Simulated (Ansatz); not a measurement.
An Ansatz (a program for electronic structure) run. Input:

Ansatz 0.2 input:
```yaml
crystal:
  lattice:
    - [0.0, 2.6798637137, 2.6798637137]
    - [2.6798637137, 0.0, 2.6798637137]
    - [2.6798637137, 2.6798637137, 0.0]
  atoms:
    - { symbol: Co, position: [0.0, 0.0, 0.0] }
    - { symbol: Si, position: [0.75, 0.75, 0.75] }
    - { symbol: Si, position: [0.25, 0.25, 0.25] }
kpoints:
  mp_grid: { grid: [13, 13, 13] }
basis: { xc_grid: 2 }
hamiltonian:
  xc: pbe
  pseudopotentials: { kind: paw }
scf:
  occupations: { method: gaussian, width: 0.05 }
checkpoint: { read: metal.run }
output: { bader: true, populations: true }
```

Output (shortened):

```
Pseudopotentials: kind: paw
Pseudopotential: Co, paw, valence charge 17
Pseudopotential: Si, paw, valence charge 4
Functional definition: PBE
Crystal: 3 atoms, lattice volume = 38.492 Å³
Basis set: ecut = 420 eV, 749 PW (Γ), exchange–correlation on 54×54×54 points (8 copies of the dense FFT grid, shifted against one another)
Bands: 21, of which v1, the nominal top of the filled ones, is band 13 counted from 1 (12 counted from 0)
Symmetry: 48 space group operations
Space group: Fm-3m (ITA 225), of the structure as read, at distance tolerance 3.4e-5 Å
k-points: 84 of 2197
Initial density: read from a saved state, or passed on in memory by an earlier SCF of this step, an earlier step, the calling program or the single point that …
Stability of the state it starts from, as read at its close in the unpolarized treatment …
Initial wavefunctions: pseudopotential atomic-orbital guess
Eigensolver: davidson
Functional: x = pbe(κ = 0.804, μ = 0.2195149727645171), c = pbe(β = 0.06672455060314922)
iter 1 solved again at ethr=7.65e-7 eV; its pass at ethr=3.10e-3 eV (dr2=1.91e-4 eV) is discarded
SCF iter   1: F=—  HF=-6399.172356 eV  |F-HF|=—  |Δ(HF+E_count)|=         —  Δρ=6.23e-7  dr2=1.55e-10  ethr=7.65e-7  ⟨swp⟩=2.9  Hψ=13081  notcnv=0
all-band conjugate gradients solve this SCF's bands
preconditioner: auto → Kerker (q_TF=auto, 2.539 Å⁻¹)
SCF iter   2: F=—  HF=-6399.172358 eV  |F-HF|=—  |Δ(HF+E_count)|=   1.67e-6  Δρ=5.92e-7  dr2=7.53e-11  ethr=1.00e-12  ⟨swp⟩=6.2  Hψ=7385  notcnv=0
SCF iter   3: F=-6399.172358 eV  HF=-6399.172358 eV  |F-HF|=1.09e-11  |Δ(HF+E_count)|=  6.37e-12  Δρ=3.07e-7  dr2=2.30e-11  ethr=1.00e-12  ⟨swp⟩=1.0  Hψ=3865  notcnv=0
SCF 1 converged in 3 iterations: F = -6399.172358 eV  dr2 = 2.30e-11
SCF converged after 3 iterations
Free energy (F): -6399.172358 eV
Harris-Foulkes:  -6399.172358 eV  (|F-HF|=1.09e-11)
Internal energy: -6399.170652 eV  (E = F + TS)
E sigma→0 (E₀):  -6399.171505 eV
Entropy (-TS):   -0.001706 eV (-0.569 meV/atom)
Fermi energy:    12.837444 eV
--- Per-component energies (eV) ---
  E_band       = -284.781909
  E_kinetic    = 547.365165
  E_local      = -4098.601894  (includes V_loc(G=0)·N_el)
  E_nonlocal   = 501.234548
  E_hartree    = 1783.176621
  E_xc         = -274.034372
  E_vxc        = -305.168923  (∫ρ·V_xc dr)
  E_paw        = -2541.436835  (= ΣΔE_a)
  E_vpaw       = -495.964420  (= ΣTr[D̂ρ^β])
  E_aug_tail   = 0.000158  (compensation charges beyond the density's cutoff)
  E_ewald      = -2316.874044
  E_smearing   = -0.001706  (= −TS)
  E_closure    =  0.000000  (closes the sum)
  Σ components = -6399.172358   (vs F -6399.172358, Δ=0.00e0)
  [band-id]    e_kinetic+e_local+e_nonlocal+2·e_hartree+e_vxc+e_vpaw+e_augmentation_tail = -284.782124   (vs E_band -284.781909, Δ=-2.15e-4)
--- Band table (eV; the first three rows and the last of 84) ---
  k-point 0: bands = ["-81.8930", "-45.2082", "-45.2082", "-45.2082", "-0.2734", "8.7770", "8.7770", "8.7770", "10.9567", "10.9567", "13.5850", "16.2742", "16.2742", "16.2742", "16.2799", "16.2799", "16.2799", "18.5009", "18.5009", "18.5009", "21.0458"]
  k-point 1: bands = ["-81.8930", "-45.2083", "-45.2082", "-45.2082", "-0.1835", "8.5503", "8.8092", "8.8092", "10.9291", "10.9291", "13.6721", "14.9454", "15.5841", "15.5841", "16.9920", "16.9920", "17.6832", "18.2116", "18.2116", "18.3353", "21.5997"]
  k-point 2: bands = ["-81.8930", "-45.2087", "-45.2082", "-45.2082", "0.0847", "7.9410", "8.8991", "8.8991", "10.8652", "10.8652", "13.1922", "14.5671", "14.9079", "14.9079", "17.2323", "17.2323", "17.9418", "18.2833", "18.2833", "18.9512", "22.8070"]
  k-point 83: bands = ["-81.8930", "-45.2099", "-45.2097", "-45.2090", "4.4140", "4.9004", "6.8615", "7.0538", "10.4353", "10.6081", "10.9680", "11.4362", "12.1824", "16.1790", "16.6980", "18.5548", "19.8000", "22.0922", "23.2988", "25.3580", "26.2374"]
  band table: 21 of 21 bands, residual norms ≤ 1.0e-3 eV
--- Löwdin populations: 3 sites ---
  site symbol       q [e]
     0     Co     16.7202
     1     Si      3.9692
     2     Si      3.9692
  spilling = 0.013654 (of n_electrons = 25.000000)
--- Bader charges: 3 sites ---
  site symbol  charge [e]  shift [e]
     0     Co     -0.9699     0.0007
     1     Si      0.4849     0.0004
     2     Si      0.4849     0.0004
  shift: an alarm, by how much a part of what the PAW files miss would move the charge. Where it is large, compare
  with a run on PAW files of another source; a small one proves nothing
  estimated error of the sums over rays = 8.5e-4 e
```

Cost: roughly 30 core-seconds on shared cores.

The PBE relaxation kept the symmetry of its start; phonons on a q-mesh show no instability. The run is not spin-polarised.

Potentials: the later of the program's two PAW sets.

Ansatz is a plane-wave DFT program.
